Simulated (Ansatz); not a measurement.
O (fcc (Cu type), Fm-3m) at seven volumes, PBE in the plane-wave PAW code Ansatz, scaled uniformly. One row is withheld.

```json
[
 {"V (Å³/atom)": "10.267", "P (GPa)": "6.79"},
 {"V (Å³/atom)": "10.606", "P (GPa)": "?"},
 {"V (Å³/atom)": "10.944", "P (GPa)": "1.89"},
 {"V (Å³/atom)": "11.283", "P (GPa)": "0.03"},
 {"V (Å³/atom)": "11.621", "P (GPa)": "-1.52"},
 {"V (Å³/atom)": "11.960", "P (GPa)": "-2.81"},
 {"V (Å³/atom)": "12.298", "P (GPa)": "-3.88"}
]
```

### Question
Fit the shown pressures and predict the withheld one.

### Answer
P = (3/2)B₀(x^(7/2) − x^(5/2))[1 + (3/4)(B′ − 4)(x − 1)] with x = (V₀/V)^(2/3). Least squares on the six rows gives V₀ = 11.289 Å³/atom, B₀ = 56.3 GPa, B′ = 5.06. At V = 10.606, x = 1.0425 and P = 4.12 GPa. The run itself gave 4.12 GPa.

The cell is a constructed one: a structure type filled with these elements; neither database checked (COD, Materials Project) lists it. It is not the usual solid phase (space group No. 12). The PBE relaxation kept the symmetry of its start; its stability against distortions is not shown here. Spin order of the final state: ferromagnetic, chosen from 3 collinear starts compared on coarse meshes (ties went to the first, and starts can fall back to one state), not a proven ground state. The substance is a gas or liquid at ambient conditions. No Hubbard U is applied.

Potentials: the later of the program's two PAW sets.
